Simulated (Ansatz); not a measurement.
InSb in space group Pm-3n (No. 223; In on 6c, Sb on 6d) under volume change, r²SCAN in the plane-wave PAW code Ansatz, scaled uniformly.

```json
[
 {"V (Å³/atom)": "40.153", "E − E(relaxed) (meV/atom)": "___", "P (GPa)": "___"},
 {"V (Å³/atom)": "41.477", "E − E(relaxed) (meV/atom)": "18.1", "P (GPa)": "2.33"},
 {"V (Å³/atom)": "42.800", "E − E(relaxed) (meV/atom)": "4.2", "P (GPa)": "1.05"},
 {"V (Å³/atom)": "44.124", "E − E(relaxed) (meV/atom)": "0.0", "P (GPa)": "0.00"},
 {"V (Å³/atom)": "45.448", "E − E(relaxed) (meV/atom)": "___", "P (GPa)": "___"},
 {"V (Å³/atom)": "46.771", "E − E(relaxed) (meV/atom)": "14.6", "P (GPa)": "-1.67"},
 {"V (Å³/atom)": "48.095", "E − E(relaxed) (meV/atom)": "31.1", "P (GPa)": "-2.31"}
]
```

### Question
Fill in the missing entries.

### Answer

- 45.448, E − E(relaxed) (meV/atom): 3.9
- 45.448, P (GPa): -0.91
- 40.153, E − E(relaxed) (meV/atom): 43.5
- 40.153, P (GPa): 3.86

### Question
What does a third-order Birch–Murnaghan fit give for V₀, B₀ and B′?

### Answer
V₀ = 44.11 Å³/atom, B₀ = 32.8 GPa, B′ = 4.8.

The start of the workflow was typed in or built on a structure type; neither database checked (COD, Materials Project) lists it. It is not the phase usual at ambient conditions (space group No. 216). Symmetry was held in the r²SCAN relaxation; whether a distortion lowers the energy is not shown. The volume moved by 32 % from the start of the relaxation. Spin–orbit coupling is left out wherever it is not named.

Potentials: the earlier of the program's two PAW sets. The files were generated under PBE; for other functionals the program regenerates the frozen cores, and for LDA and PBEsol the local potential too.
